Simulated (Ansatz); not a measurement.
BaTiO$_{3}$ (cubic perovskite)

```
CELL_PARAMETERS angstrom
      3.99442     0.00000     0.00000
      0.00000     3.99442     0.00000
      0.00000     0.00000     3.99442
ATOMIC_POSITIONS crystal
  Ba 0.00000 0.00000 0.00000
  Ti 0.50000 0.50000 0.50000
  O  0.00000 0.50000 0.50000
  O  0.50000 0.50000 0.00000
  O  0.50000 0.00000 0.50000
```

Grid over V/V₀ and (c/a)/(c/a)₀, subscript 0 meaning the relaxed cell; the conventional c axis lies along z; no internal relaxation.

Computed with r2SCAN (plane waves to 500 eV, PAW, scalar-relativistic; Ansatz, a quantum-chemistry and plane-wave program). k mesh 8×8×8 (Γ-centred), Fermi-Dirac smearing 0.05 eV. The energy includes the smearing's −TS. BaTiO3 is run without spin polarisation. BaTiO3 was relaxed with its symmetry unable to fall. The PAW data are Ansatz's earlier set. This is a high-temperature form of BaTiO3. The zero of ΔE is the relaxed starting cell.

Task: What ΔE (meV/atom) does the calculation give at all points of the grid V/V₀ = 0.960, 0.980, 1.000, 1.020, 1.040 by (c/a)/(c/a)₀ = 0.880, 0.940, 1.000, 1.060, 1.120?

Result: ΔE (meV/atom), with V/V₀ across and (c/a)/(c/a)₀ down:

| (c/a)/(c/a)₀ \ V/V₀ | 0.960 | 0.980 | 1.000 | 1.020 | 1.040 |
|---|---|---|---|---|---|
| 0.880 | 127.1 | 110.5 | 100.7 | 97.0 | 98.8 |
| 0.940 | 37.4 | 26.3 | 21.7 | 23.0 | 29.5 |
| 1.000 | 12.4 | 3.0 | 0.0 | 2.8 | 10.7 |
| 1.060 | 32.6 | 21.7 | 17.4 | 18.9 | 25.6 |
| 1.120 | 87.2 | 72.3 | 64.1 | 61.9 | 65.2 |

(Under strain, the slope of the energy per volume gives the stress and its curvature an elastic modulus.)
